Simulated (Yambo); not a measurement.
Data:

```
CELL_PARAMETERS angstrom
      0.00000     2.75233     2.75233
      2.75233     0.00000     2.75233
      2.75233     2.75233     0.00000
ATOMIC_POSITIONS crystal
  Al 0.00000 0.00000 0.00000
  As 0.25000 0.25000 0.25000
```

Workflow: norm-conserving PBE (stringent potentials; Quantum ESPRESSO, 104 Ry, scalar-relativistic), then G0W0 in Yambo (4×4×4 Γ-centred k mesh, bands 5 to 202 and a 15 Ry block in the screening, 202 bands in G with the Bruneval-Gonze terminator, plasmon pole fitted at 27.2 eV).

Give the PBE and G0W0 gaps between the band edges found on this mesh, and say where the edges lie.

Edges: Γ → X. PBE: 1.28 eV; G0W0: 1.96 eV. Convergence of the G0W0 settings was not tested. Spin-orbit splittings are left out.

Geometry strained from the cell relaxed with PBEsol, atoms relaxed again.
